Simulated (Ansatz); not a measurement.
A plane-wave DFT run in Ansatz 0.2.0 (scalar-relativistic PAW potentials unless the input names others): input and command.

```yaml
crystal:
  lattice:
    - [5.4257568259, 0.1154451876, 0.0]
    - [-2.6128999478, 4.5256681817, 0.0]
    - [0.0, 0.0, 9.4692945259]
  atoms:
    - { symbol: Cs, position: [0.3125888627, 0.6562944364, 0.25] }
    - { symbol: Cs, position: [0.6874111373, 0.3437055636, 0.75] }
basis:
  ecutwfc: 420
kpoints:
  mp_grid: { grid: [8, 8, 4] }
hamiltonian:
  xc: pbesol
scf:
  occupations: { method: gaussian, width: 0.1 }
  mixing_beta: 400
  max_iter: 80
output:
  forces: true
  eigenvalues: true
  stress: true
```

```bash
ansatz run input.yaml --threads 1 --pin off --max-ram 1331MiB --backend cpu --events-out ev --progress --plain --runs-dir out
```

Will this input run?

The program refuses it, because of a keyword of another program (scf.mixing_beta: not typed → 400). Without that key it is accepted.

Abridged log:
```
Error: YAML parse error: error: line 17 column 3: unknown field `mixing_beta`, expected one of max_iter, algorithm, n_extra_bands, self_checks, convergence, lower_state_search, omitted_lower_state_checks, lower_solution_reach, mixing, occupations, eigensolver, initial_density, exx
  --> <input>:17:3
   |
15 | scf:
16 |   occupations: { method: gaussian, width: 0.1 }
17 |   mixing_beta: 400
   |   ^ unknown field `mixing_beta`, expected one of max_iter, algorithm, n_extra_bands, self_checks, convergence, lower_state_search, omitted_lower_state_checks, lower_solution_reach, mixing, occupations, eigensolver, initial_density, exx
18 |   max_iter: 80
19 | output:
   |
```